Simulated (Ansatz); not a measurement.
TeO2:
```xyz
12
Lattice="4.8445 0.0000 0.0000 0.0000 4.8445 0.0000 0.0000 0.0000 7.7048" Properties=species:S:1:pos:R:3 pbc="T T T"
Te     0.1451     0.1451     0.0000
Te     2.2772     2.5673     5.7786
Te     4.6994     4.6994     3.8524
Te     2.5673     2.2772     1.9262
O      1.2694     0.6726     1.4175
O      1.7497     3.6916     7.1961
O      3.5752     4.1719     5.2699
O      3.0949     1.1529     3.3437
O      3.6916     1.7497     0.5086
O      4.1719     3.5752     2.4348
O      1.1529     3.0949     4.3610
O      0.6726     1.2694     6.2872
```

Relaxed with r²SCAN.

Map the electron localisation function on the plane through (0.470, 0.530, 0.750) spanned by u = [1, 1, 0] and v = [1, 0, 1] in lattice vectors, from r²SCAN (plane waves, PAW; program Ansatz).

x is the fraction of u, y of v (the angle between them is 68°; rows are the nearest grid lines); atoms in the plane: Te at (0.00, 0.00), O at (0.33, 0.93).
```
|90023236889998630003689998863232009|
|00023336885358874100024677632123310|
|22223236886336875211001233310012332|
|55432212578888875323443100000024555|
|88887520013566653223456663000147888|
|99899863100001111122334455300026899|
|99999875200000001122233333210014789|
|56777653100000012466665421100000135|
|00000000000000013578888764200000000|
|00000000000000000256777765310000000|
|11000000000000000024566654310000111|
|34321000000000110000012222110000013|
|01332100000014666641000112223210000|
|00000000000024788887410123567776410|
|20000000000013678888631024678888752|
|75100001233221245777641002578777887|
|87410015765543222334331000367888888|
|75310016876543223221100000013567777|
|43100015887643222321110000000123444|
|00000001588765433322333210000111100|
|44310000002465543235777765212445554|
|44442111222100111246888888743344334|
|02343213566531000136888888853342100|
|90023236889998630003689998863232009|
```
Scale: ten equal steps from 0.004 (start of '0') to 0.932 (end of '9'), in the order '0123456789'; x runs from 0.000 to 1.00, y from 0.000 (bottom) to 1.00 (top).

The density is the valence pseudo-density with augmentation charge, so density and ELF within about 1 Å of a nucleus are not all-electron values.

Space group P4_32_12. The workflow started from a Materials Project entry (that database holds measured and hypothetical structures alike); the Crystallography Open Database copy checked does not list it. COD files the formula under space group No. 19, 61, 92, 136, so this cell is another polymorph or a model. Its standing as an ambient phase is unchecked. The r²SCAN relaxation kept the symmetry of its start; whether a distortion lowers the energy is not shown. Scalar-relativistic: spin–orbit coupling is off unless named, which matters more the heavier the elements.

Potentials: the later of the program's two PAW sets.
